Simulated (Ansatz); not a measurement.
YZnSi:
```yaml
crystal:
  lattice:
    - [4.08005, 0.00000, 0.00000]
    - [-2.04002, 3.53342, 0.00000]
    - [0.00000, 0.00000, 4.07727]
  atoms:
    - { symbol: Y, position: [0.00000, 0.00000, 0.00000] }
    - { symbol: Zn, position: [0.33333, 0.66667, 0.50000] }
    - { symbol: Si, position: [0.66667, 0.33333, 0.50000] }
```

Relaxed with r²SCAN. Special points in fractions of this cell's reciprocal vectors: Γ (0.000, 0.000, 0.000); M (0.500, 0.000, 0.000); K (0.333, 0.333, 0.000); A (0.000, 0.000, 0.500); L (0.500, 0.000, 0.500); H (0.333, 0.333, 0.500).

**Question.** List the band energies nearest the Fermi level at these points for DFT-r²SCAN in the program Ansatz with PAW potentials.

**Answer.** In eV from the Fermi level; about four levels below and three above (degenerate sets whole), none deeper than 8.9 eV; points with the same levels are listed once.

```csv
k,below,above
Γ,-0.95 -0.95 -0.72 -0.16,2.12 3.33 3.33
M,-6.31 -1.65 -1.03 -0.66,2.81 3.32 4.07
K,-6.68 -5.83 -4.54 -0.41,0.51 2.35 2.57
A,-7.68 -7.68 -7.26 -4.90,0.37 0.37 1.10 1.10
L,-5.25 -2.52 -2.30 -1.28,2.53 4.36 4.37
H,-5.75 -3.19 -2.12 -0.90,3.40 4.42 4.52
```

Space group P-6m2. The first step of the workflow began from a Materials Project structure, measured or hypothetical; the Crystallography Open Database copy checked does not list it. With Zn and Si taken as one species the cell has the higher symmetry P6/mmm, so it may be an ordered model of a mixed-site phase. Whether it is the stable phase at ambient conditions was not checked. The r²SCAN relaxation kept the symmetry of its start; its stability against distortions is not shown here. The run is not spin-polarised. Scalar-relativistic: spin–orbit coupling is off unless named, which matters more the heavier the elements.

Potentials: the earlier of the program's two PAW sets.
